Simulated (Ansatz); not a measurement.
## Fixed-spin-moment curve of NaVS2 (R-3m)

Geometry: a structure from the Materials Project; nothing is relaxed.

Common settings: LDA, 11×11×11 k mesh, Fermi–Dirac smearing of 0.03 eV. PAW means Ansatz 0.2.0 on its default frozen-core files; LAPW is all-electron LAPW in Ansatz 0.2.0. Site moments are integrated in spheres about the atoms, whose radii differ between the methods.

The first input and its command:

```yaml
crystal:
  lattice:
    - [1.7993010104, 1.0388269227, 6.4610546979]
    - [-1.7993010104, 1.0388269227, 6.4610546979]
    - [0.0, -2.0776538454, 6.4610546979]
  atoms:
    - { symbol: Na, position: [0.5, 0.5, 0.5] }
    - { symbol: V, position: [0.0, 0.0, 0.0], spin: 2.0 }
    - { symbol: S, position: [0.26437887, 0.26437887, 0.26437887] }
    - { symbol: S, position: [0.73562113, 0.73562113, 0.73562113] }
magnetization:
  spin_polarized: true
kpoints:
  mp_grid: { grid: [11, 11, 11] }
scf:
  occupations: { method: fermi_dirac, width: 0.03 }
  lower_state_search: "off"
hamiltonian:
  xc: lda
  pseudopotentials: { kind: paw }
output:
  forces: true
  stress: true
  eigenvalues: true
  populations: true
  dos: { projected: true, de: 0.1, e_range: [-8, 5] }
  write_density: true
  write_potential: true
  elf: true
  volumetric_format: npy
```

Command: `ansatz run input.yaml --threads 2 --pin off --max-ram 6144MiB --backend cpu --events-out ev --progress --plain --runs-dir out`

The input for «total moment held at 2.2 μB» by PAW differs from it in these lines, output keys apart:

```diff
-    - { symbol: V, position: [0.0, 0.0, 0.0], spin: 2.0 }
+    - { symbol: V, position: [0.0, 0.0, 0.0], spin: 2.2 }
+  initial_magnetization: 2.2
+  spin_locking: { lock_magnetization: hard }
```

The input for «total moment held at 2.4 μB» by LAPW differs from it in these lines, output keys apart:

```diff
-    - { symbol: V, position: [0.0, 0.0, 0.0], spin: 2.0 }
+    - { symbol: V, position: [0.0, 0.0, 0.0], spin: 2.4 }
+  initial_magnetization: 2.4
+  spin_locking: { lock_magnetization: hard }
-  pseudopotentials: { kind: paw }
+  pseudopotentials: { kind: all_electron, lapw: { basis_error: 0.001 } }
```

The total moment M of the cell is held by giving each spin its own Fermi level. Half their difference over μB is the field that would hold M, so μB·B = dF/dM. Energies count from each method's free run. The held moment starts on the atoms that carry the free run's moments.

Question: Does the cell keep a net moment when the moments are free, and how does its energy change with a held moment?

Answer: The free run ends with M = 2.00 μB per cell. 
| M (μB/cell) | ΔF PAW (meV/cell) | ΔF LAPW (meV/cell) | B, PAW (T) | largest site moment, PAW (μB) | pressure, PAW (GPa) |
| --- | --- | --- | --- | --- | --- |
| 0.00 | +193.4 | – | – | 0.00 | -9.8 |
| 0.50 | +189.3 | – | -440 | 0.44 | -9.5 |
| 1.00 | +153.0 | – | -1977 | 0.89 | -8.8 |
| 1.40 | +95.8 | – | -2848 | 1.24 | -8.0 |
| 1.70 | +44.8 | +45.2 | -2940 | 1.48 | -7.2 |
| 2.20 | +129.6 | – | +13369 | 1.78 | -6.0 |
| 2.40 | +296.5 | +296.3 | +15207 | 1.84 | -5.6 |
| 2.70 | +582.5 | +582.1 | +18216 | 1.94 | -4.9 |

Against an unpolarised PAW run, spin polarisation gains 48.3 meV per atom; the pressure goes from -9.8 to -6.3 GPa, the usual magnetovolume effect: the magnetic state wants the larger volume.

Question: Check μB·B = dF/dM between M = 2.20 and 2.40 μB with the PAW numbers.

Answer: ΔF/ΔM = +166.9 meV / 0.20 = +834.7 meV per μB, which is +14420 T with μB = 0.05788 meV/T. The mean of the two holding fields is +14288 T. The slope equals the mean of B over the step, so the two agree where B(M) is nearly straight between its ends, and here they lie within a tenth of each other.

Separate runs put a uniform field on the spins (g = 2):

```tsv
field (T)	M PAW (μB/cell)	M LAPW (μB/cell)
200	2.000	2.000
1000	2.000	–
3000	2.000	2.000
```

The rows needn't lie on one branch: at M = 0 the run is unmagnetised, so slopes across such rows needn't follow B.

The PAW files were made with PBE; the program remakes their cores once for the run's functional and then keeps them frozen. The Ansatz runs typed with the search for lower states off end where their start leads. None of this fixes the real material's magnetic order: only patterns that fit the cell were computed, at zero temperature, with a functional that can overstate moments.
